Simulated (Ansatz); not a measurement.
NaLaMnMoO6 and the effect of the choice of potentials or basis

```cif
data_structure
_symmetry_space_group_name_H-M 'P1'
_symmetry_Int_Tables_number 1
_cell_length_a 5.1094
_cell_length_b 5.6943
_cell_length_c 5.9202
_cell_angle_alpha 117.980
_cell_angle_beta 98.888
_cell_angle_gamma 92.485
_cell_volume 148.95
loop_
_atom_site_label
_atom_site_type_symbol
_atom_site_symmetry_multiplicity
_atom_site_Wyckoff_symbol
_atom_site_fract_x
_atom_site_fract_y
_atom_site_fract_z
_atom_site_occupancy
Na1 Na 1 a 0.40776 0.38086 0.07519 1
La1 La 1 a 0.03690 0.66325 0.68598 1
Mn1 Mn 1 a 0.44271 0.04268 0.40638 1
Mo1 Mo 1 a 0.90251 0.96387 0.30442 1
O1 O 1 a 0.73627 0.69569 0.99417 1
O2 O 1 a 0.72288 0.91846 0.55299 1
O3 O 1 a 0.70112 0.27368 0.37292 1
O4 O 1 a 0.19224 0.75325 0.36660 1
O5 O 1 a 0.17926 0.03365 0.11672 1
O6 O 1 a 0.20034 0.27462 0.63197 1
```

The cell comes from a database or a generator and needn't be the stable form of this composition.

Kept alike: task single point; functional PBE; k mesh 6 × 6 × 5; occupations fermi-dirac, width 0.05 eV; collinear spin, ferromagnetic start. Program: Ansatz. Cutoffs run from 900 to 1800 eV. The mesh is that of the run's cell of 10 atoms. No spin-orbit coupling.

```csv
choice of potentials or basis,pressure (GPa)
Ansatz NC,-0.01
Ansatz PAW (files of its older set among them),0.01
JTH PAW,0.60
PseudoDojo standard (PBE files),-0.11
SPMS NC,0.29
```

Pressure is positive in compression, with a Pulay correction for the finite cutoff. The runs hold the magnetic state that their start led to, which needn't be the lowest.

The pressure runs from -0.11 (PseudoDojo standard (PBE files)) to 0.60 GPa (JTH PAW).
